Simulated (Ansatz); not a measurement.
Al₂Cu at a changed volume: Quadrupolar parameters

The cell is a structure deposited in the COD, relaxed with PBE at fixed cell and then changed (volume scaled by 1.02, ions relaxed).

Space group I4/mcm (No. 140); a = 6.1072, c = 4.9093 Å.

| site | Wyckoff | site symmetry | x | y | z |
| --- | --- | --- | --- | --- | --- |
| Al | 8h | m.2m | 0.1581 | 0.6581 | 0.5000 |
| Cu | 4a | 422 | 0.0000 | 0.0000 | 0.7500 |

One atom of each set is listed; the run and its k-mesh use a cell of 6 atoms with edges of 4.97, 4.97, 4.97 Å.

Method: Kohn–Sham DFT in Ansatz, PBE, plane waves and PAW, scalar-relativistic, 420 eV cutoff, Γ-centred 12×12×12 k-points, Fermi–Dirac smearing 0.05 eV.

V_zz is the principal component of the electric field gradient with the largest magnitude, η = (V_xx − V_yy)/V_zz and C_Q = eQV_zz/h. ν_Q = 3|C_Q|/[2I(2I − 1)].

Al-27: I = 5/2, Q = 146.6 mb; Cu-65: I = 3/2, Q = -204.0 mb. Quadrupole moments are those of Pyykkö's year-2017 table.

| site | atoms | first shell | C_Q (MHz) | η | ν_Q (MHz) |
| --- | --- | --- | --- | --- | --- |
| Al | 4 | 4 Cu at 2.61 Å, 11 Al at 2.73–3.25 Å | -2.66 | 0.60 | 0.398 |
| Cu | 2 | 2 Cu at 2.45 Å, 8 Al at 2.61 Å | 13.5 | 0.00 | 6.73 |

An axis of threefold or higher order runs through Cu, so V_zz lies along it and η is zero.

The run finds no gap above 0.1 eV (a metal, or nearly one), so the gradients can move by 10 % or more with the k-mesh.

The relaxation (2 steps) took 31 s of wall time (30 s of CPU time) and 0.76 GiB at its peak, on 1 thread of Intel Xeon Platinum 8488C (Sapphire Rapids) (x86_64; 16 cores open to the job, memory cap 3.0 GiB, no GPU), a shared host with a load of 0.3 a core.
